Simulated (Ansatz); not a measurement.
Question: MoPd (L1₀ or tetragonal B2, P4/mmm) is relaxed with DFT-PBE in the program Ansatz with PAW potentials. What lattice parameters of the conventional cell result?

Answer: a = 2.715 Å, c = 4.139 Å.

The start of the workflow was typed in or built on a structure type; neither database checked (COD, Materials Project) lists it. Whether it is the stable phase at ambient conditions was not checked. Symmetry was held in the PBE relaxation; whether a distortion lowers the energy is not shown. The run is not spin-polarised. Axis ratios of metals converge slowly with the k-mesh, so a and c are less sure than the volume.

Potentials: the earlier of the program's two PAW sets.
